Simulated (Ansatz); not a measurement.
# Ta (P6_3/mmc), symmetry broken, then relaxed

The calculation used DFT LDA, scalar-relativistic, plane waves, PAW in Ansatz 0.2.0. Settings: plane waves to 420 eV, k-mesh 12×12×4 (Γ-centred), Gaussian smearing 0.15 eV. Spin–orbit coupling is left out, which can shift energies with elements as heavy as these. No spin polarisation. Energies are free energies at this smearing, counted from the undisturbed cell; pressure is positive in compression.

Zero of the scan (relaxed at this level):

```
CELL_PARAMETERS angstrom
2.83852 0.00000 0.00000
-1.41926 2.45823 0.00000
0.00000 0.00000 10.13177
ATOMIC_POSITIONS crystal
Ta 0.66667 0.33333 0.37500
Ta 0.66667 0.33333 0.87500
Ta 0.33333 0.66667 0.12500
Ta 0.33333 0.66667 0.62500
```

The atoms are displaced (Å, in the unstrained cell):

```
atom ux uy uz
 Ta1   0.070   0.094   0.014
 Ta2  -0.087  -0.043  -0.078
 Ta3  -0.015  -0.015   0.013
 Ta4   0.033  -0.036   0.052
```

The cell is strained by (0.0055, -0.0119, 0.0130, -0.0048, 0.0065, 0.0079) (xx, yy, zz, yz, xz, xy; engineering shear). Cell and atoms are then relaxed.

Does the relaxation return to the undisturbed structure?

No. It ends 304.9 meV/atom below it. The disturbance itself cost 19.0 meV/atom. The final space group reads Im-3m (tolerance 0.05 Å) and the volume changes by -2.81 %.

Final structure:

```
CELL_PARAMETERS angstrom
3.25274 -0.00127 -0.00119
-1.62540 2.29434 0.00053
0.00348 -0.00087 9.20985
ATOMIC_POSITIONS crystal
Ta 0.75002 0.50003 0.37500
Ta 0.75000 0.50000 0.87500
Ta 0.25001 0.50002 0.12500
Ta 0.24996 0.49995 0.62500
```

The relaxation, step by step (energy from the first step; small jumps at an unchanged geometry come where the plane waves are selected anew for the new cell):

```csv
step,ΔE (meV/atom),largest force component (eV/Å),pressure (GPa)
1,0.0,1.372,-0.65
2,39.4,2.206,3.89
3,-35.8,0.455,-0.65
4,-61.3,0.604,-0.18
5,-100.2,0.832,-0.22
6,-157.7,0.663,-0.61
7,-235.4,0.569,-1.10
8,-305.7,0.115,-0.64
9,-322.5,0.037,-0.21
10,-323.1,0.004,0.19
11,-323.2,0.001,-0.01
12,-323.9,0.001,0.01
```

Cost: 3 runs of about 3.1 core-minutes in all, on AMD EPYC 9R45 (Zen 5) (shared hosts).